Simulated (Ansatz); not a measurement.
The end of the path is a generated cell of AlPt: the first start was made by a random draw of sites in a space group, and the end was not matched to a known phase here, so it may be hypothetical.

A geometry of AlPt away from equilibrium: step 13 of the relaxation of a randomly generated symmetric cell of AlPt (space group No. 191). The numbers are results of PBE (plane waves to 420 eV, PAW, scalar-relativistic; Ansatz, an electronic-structure program), not measurements. Γ-centred k-mesh 12×12×5 on the run's cell (coarser than for final values), Fermi–Dirac smearing 0.05 eV.

```
CELL_PARAMETERS angstrom
      3.98749     0.00000     0.00000
     -1.99374     3.45327     0.00000
      0.00000     0.00000     5.27946
ATOMIC_POSITIONS crystal
  Al 0.33333 0.66667 0.50000
  Al 0.66667 0.33333 0.50000
  Pt 0.00000 0.00000 0.24207
  Pt 0.00000 0.00000 0.75793
```

Predict the force on each atom, in eV/Å.


```tsv
atom	Fx	Fy	Fz
Al1	0.00	0.00	0.00
Al2	0.00	0.00	0.00
Pt3	0.00	0.00	-0.03
Pt4	0.00	0.00	0.03
```

What is the pressure?

+8.5 GPa, compression positive.

How much energy per atom can still be gained by relaxing?

0.06 eV/atom; the path ends in P6/mmm (No. 191).

No spin polarisation in the result.

The run could not lose the symmetry of its start, so the end can be a saddle point.
